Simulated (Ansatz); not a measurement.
## Si3N4 — core-electron binding energies

Cell: a COD entry (perhaps calculated rather than measured), its atoms then relaxed with PBE in this cell, repeated to a supercell; a hole's nearest image is 7.6 Å away.

Space group P6_3/m (No. 176); a = 7.6044, c = 2.9063 Å, γ = 120.00°.

| site | Wyckoff | site symmetry | x | y | z |
| --- | --- | --- | --- | --- | --- |
| Si1 | 6h | m.. | 0.7680 | 0.1741 | 0.2500 |
| N19 | 6h | m.. | 0.0300 | 0.3299 | 0.2500 |
| N37 | 2d | -6.. | 0.6667 | 0.3333 | 0.2500 |

One atom of each set is listed; the run and its k-mesh use a cell of 42 atoms with edges of 7.60, 7.60, 8.72 Å.

Level of theory: DFT, PBE, plane waves and PAW, scalar-relativistic, 420 eV cutoff, Γ-centred 3×3×3 k-points, fixed occupations (Ansatz 0.2.0).

Each value is a total-energy difference between the cell with one core hole and the ground state (ΔSCF), counted from the top of the valence band. The cell with the hole is spin-polarised, as the shell with the hole is left with one unpaired spin. The periodic images are corrected with the calculated ε∞ = 4.22, 4.22, 4.30.

Question: Give the Si 2p, N 1s lines of each distinct site.

Answer: 

```json
{"line": "Si 2p", "atom": "1", "first shell": "4 N at 1.73–1.74 Å", "E_B (eV)": "100.5", "shift from the lowest of its kind (eV)": "–", "j = l + ½ / j = l − ½ (eV)": "100.3 / 100.9"}
{"line": "N 1s", "atom": "19", "first shell": "3 Si at 1.74 Å", "E_B (eV)": "396.0", "shift from the lowest of its kind (eV)": "0.41", "j = l + ½ / j = l − ½ (eV)": "–"}
{"line": "N 1s", "atom": "37", "first shell": "3 Si at 1.73 Å", "E_B (eV)": "395.6", "shift from the lowest of its kind (eV)": "0.00", "j = l + ½ / j = l − ½ (eV)": "–"}
```

For p, d and f shells E_B is the weighted mean of the two lines, whose splitting comes from the free atom's Dirac orbitals.

The program doubts some values: the hole's higher moments are large. Shifts between sites are good to a few tenths of an eV; absolute PBE values can be off by an eV or more. Multiplets, satellites and widths aren't calculated.

The cell isn't at the calculated equilibrium (pressure 6 GPa in the ground-state run).

Hardware: 1 thread of Arm Neoverse V2 (aarch64; 8 cores open to the job, memory cap 3.0 GiB, no GPU), a shared host with a load of 0.9 a core. Wall time 12 min, CPU time 12 min, peak memory 1.5 GiB.
